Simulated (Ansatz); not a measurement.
Ta$_{2}$C in space group P4/nmm (No. 129; Ta on 2a, Ta on 2c, C on 2c) at seven volumes, plane-wave PAW PBE (Ansatz code), shape and atoms relaxed at each. One row is withheld.

```
V (Å³/atom)  P (GPa)
-----------  -------
12.283             ?
12.688         17.58
13.093          8.09
13.497          0.00
13.902         -6.88
14.307        -12.72
14.712        -17.69
```

Fit the shown pressures and predict the withheld one.

Third-order Birch–Murnaghan: P = (3/2)B₀(x^(7/2) − x^(5/2))[1 + (3/4)(B′ − 4)(x − 1)] with x = (V₀/V)^(2/3). Least squares on the six rows gives V₀ = 13.497 Å³/atom, B₀ = 248.2 GPa, B′ = 4.41. At V = 12.283, x = 1.0649 and P = 28.81 GPa. The run itself gave 28.71 GPa.

A made-up cell: these elements were put on the sites of a structure type; neither database checked (COD, Materials Project) lists it. COD files the formula under space group No. 164. Its standing as an ambient phase is unchecked. The cell was relaxed with PBE under the symmetry of its start; whether a distortion lowers the energy is not shown. The run is not spin-polarised. Spin–orbit coupling is left out wherever it is not named.

Potentials: the later of the program's two PAW sets.
